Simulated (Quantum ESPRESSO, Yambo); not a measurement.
For Cs2LiYCl6 (space group Fm-3m, No. 225), Yambo gives the independent-particle static dielectric constant along x as 3.28 on PBEsol bands and 2.7 after a scissor of 3.15 eV widens every gap (4×4×4 mesh, 213 bands, 3 Ry local-field block, 0.2 eV broadening).

Task: A scissor keeps the position matrix elements. In a one-oscillator model, how does ε − 1 scale, and what mean transition energy do the two values imply?

Result: Each transition adds |r|²/E to ε − 1, so ε − 1 ∝ 1/(E0 + Δ). Then (2.7 − 1)/(3.28 − 1) = E0/(E0 + Δ) = 0.746, and E0 = Δ(ε' − 1)/(ε − ε') = 9.2 eV. The computed Im ε, weighted by 1/E up to 20 eV, has its mean at 9.7 eV; the smallest direct PBEsol gap is 4.83 eV. The scissor comes from a G0W0 run whose convergence isn't established. Convergence of the RPA response with its 4×4×4 mesh was not tested.

Bands from Quantum ESPRESSO.

Geometry of the Materials Project entry, not relaxed at this level; primitive cell a = 7.5149 Å, b = 7.5149 Å, c = 7.5149 Å, α = 60.00°, β = 60.00°, γ = 60.00°.
